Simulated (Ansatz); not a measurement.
BePd: two-dimensional strain map

All numbers below come from DFT r2SCAN, scalar-relativistic, plane waves, PAW in Ansatz 0.2.0. The runs took a 500 eV cutoff, a Γ-centred 16×16×16 mesh and Gaussian smearing (0.15 eV). No spin polarisation. Energies are free energies at this smearing, counted from the undisturbed cell; pressure is positive in compression.

Reference structure (as given, not relaxed at this level; it stands at -0.1 GPa, and it needn't be the usual structure):

```xyz
2
Lattice="2.8130 0.0000 0.0000 0.0000 2.8130 0.0000 0.0000 0.0000 2.8130" Properties=species:S:1:pos:R:3 pbc="T T T"
Be    0.0000    0.0000    0.0000
Pd    1.4065    1.4065    1.4065
```

The cell is strained by p along both x and y and by q along z, fractional coordinates fixed. Points are written (p, q).

p was sampled at -0.030, -0.015, 0.000, 0.015, 0.030 and q at -0.030, -0.015, 0.000, 0.015, 0.030.

Q: Where on the computed points is the energy highest, and how high?

A: At (-0.030, -0.030): 57.3 meV/atom.

Q: Away from (0, 0), which computed point is lowest?

A: (-0.015, 0.030): 0.3 meV/atom.

The map, in meV/atom:

```csv
p \ q,-0.030,-0.015,0.000,0.015,0.030
-0.030,57.3,39.3,25.2,15.0,8.8
-0.015,24.9,13.4,5.9,1.6,0.3
0.000,7.8,1.6,0.0,1.5,5.6
0.015,4.7,2.8,5.9,12.7,21.9
0.030,14.1,15.7,22.6,33.6,47.4
```